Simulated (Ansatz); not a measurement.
NaI (rock salt)

```
CELL_PARAMETERS angstrom
      0.00000     3.26452     3.26452
      3.26452     0.00000     3.26452
      3.26452     3.26452     0.00000
ATOMIC_POSITIONS crystal
  I  0.00000 0.00000 0.00000
  Na 0.50000 0.50000 0.50000
```

Equation-of-state scan: isotropic scaling of the cell above, V₀ being its volume. Symmetry pins the atoms to their sites.

All values below come from PBE (plane waves to 420 eV, PAW, scalar-relativistic; Ansatz, a first-principles code). k mesh 9×9×9 (Γ-centred), Fermi-Dirac smearing 0.05 eV. Compression counts positive. NaI was relaxed with its symmetry unable to fall. Spin-orbit coupling is left out, though I is heavy.

At one point of the scan the stress tensor (GPa) is:

```
   0.68     0.00     0.00
   0.00     0.68     0.00
   0.00     0.00     0.68
```

**Question.** Which point is it?
(A) V/V₀ = 0.960
(B) V/V₀ = 0.940
(C) V/V₀ = 0.920
(D) V/V₀ = 0.980

**Answer.** A, V/V₀ = 0.960

(A scan under strain: stresses follow from slopes of the energy per volume, elastic moduli from its curvatures.)
